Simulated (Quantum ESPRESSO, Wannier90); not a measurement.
Tight-binding from DFT: SnO (Pmn2₁)

```xyz
4
Lattice="3.3550 0.0000 0.0000 0.0000 5.6741 0.0000 0.0000 0.0000 4.2220" Properties=species:S:1:pos:R:3 pbc="T T T"
Sn     0.0000     1.3159    -2.0555
Sn     1.6775    -1.3159     0.0555
O      0.0000    -0.6171    -1.1110
O      1.6775     0.6171     1.0000
```

Materials Project entry mp-545552; symmetrised, unrelaxed at this level. Not found in the COD (Crystallography Open Database) copy used, which has the formula in other groups; not checked further. Computed values, not measurements, from PBEsol: Quantum ESPRESSO (norm-conserving PseudoDojo potentials, cutoff 68 Ry, spinors with spin-orbit coupling) on a Γ-centred 6×4×6 mesh, then Wannier90. Density: 10×6×8 mesh, cold smearing 0.01 Ry. The cell is built of weakly bound layers, chains or molecules, whose nearest atoms lie 3.86 Å apart. Database cells relaxed without dispersion often hold them too far apart, which can enlarge gaps and weakens couplings between them; spacing and stacking were not compared with the measured crystal.

Functional, cutoff and mesh named above are those of the base row (1); the first column says what each row takes instead. Model: 20 functions from bands 21-40, start SCDM (isolated) (the valence bands). Energies are relative to the valence-band maximum; the misfit is to pw.x on a path, for all bands of the set. The lattice is scaled uniformly, fractional positions fixed. Ω_total can sit in another minimum from row to row; Ω_I of an isolated set cannot.

```
scale  Ω_I (Å²)  Ω_total (Å²)  rms misfit (meV)  gap (eV)
-----  --------  ------------  ----------------  --------
0.97      25.99         28.49               5.2      1.09
0.985     25.36         27.82               4.5      1.15
1         24.93         27.37               3.8      1.22
1.015     24.66         27.07               3.1      1.27
1.03      24.52         26.91               2.6      1.32
```
